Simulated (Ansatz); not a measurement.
The calculation used Ansatz, DFT PBE, scalar-relativistic, plane waves, PAW. All cells share a 420 eV cutoff and Γ-centred k meshes spaced about 0.3 Å⁻¹ or finer (0.25 for metals, 2π included). No spin polarisation in the final relaxations.

These are static total energies at zero pressure. All come from trial cells, and lower structures may exist.

Question: Order these relaxed structures of Mg2GeN3 by energy, lowest first, with the energy over the lowest of them.
A.

Space group P-3m1 (No. 164). a = 3.003 Å, b = 3.003 Å, c = 7.729 Å, α = 90.00°, β = 90.00°, γ = 120.00°
```json
{"atom": "Mg", "site": "2d", "symmetry": "3m.", "x": "0.3333", "y": "0.6667", "z": "0.6674"}
{"atom": "Ge", "site": "1a", "symmetry": "-3m.", "x": "0.0000", "y": "0.0000", "z": "0.0000"}
{"atom": "N", "site": "2d", "symmetry": "3m.", "x": "0.3333", "y": "0.6667", "z": "0.1438"}
{"atom": "N", "site": "1b", "symmetry": "-3m.", "x": "0.0000", "y": "0.0000", "z": "0.5000"}
```

B.

Space group R-3m:H (No. 166). a = 3.024 Å, b = 3.024 Å, c = 23.812 Å, α = 90.00°, β = 90.00°, γ = 120.00°
```json
{"atom": "Mg", "site": "6c", "symmetry": "3m", "x": "0.3333", "y": "0.6667", "z": "0.7817"}
{"atom": "Ge", "site": "3a", "symmetry": "-3m", "x": "0.0000", "y": "0.0000", "z": "0.0000"}
{"atom": "N", "site": "6c", "symmetry": "3m", "x": "0.6667", "y": "0.3333", "z": "0.7129"}
{"atom": "N", "site": "3b", "symmetry": "-3m", "x": "0.6667", "y": "0.3333", "z": "0.8333"}
```

Answer: A (0 meV/atom), B (158 meV/atom). Forms: A Mg and Ge ordered on rock salt sites, P-3m1; B R-3m. Counting N atoms around Ge and Mg (those within 1.25 times the shortest such distance or 1.15 times the sum of covalent radii, 1.27 where that leaves under three; a plus sign parts nearer from farther groups): A has Mg 6, Ge 6; B has Mg 3+3, Ge 6.

In P-3m1, R-3m an odd number of electrons in the primitive cell allows no gap without spin; a larger cell or a magnetic state could open one. A magnetic state wasn't ruled out in cells without spin, among them P-3m1, R-3m. With atoms moved at random, P-3m1 came back. Without a clear test, and held by symmetry: R-3m. Some types were kept out of the candidates beforehand, so the set may lack a known form.
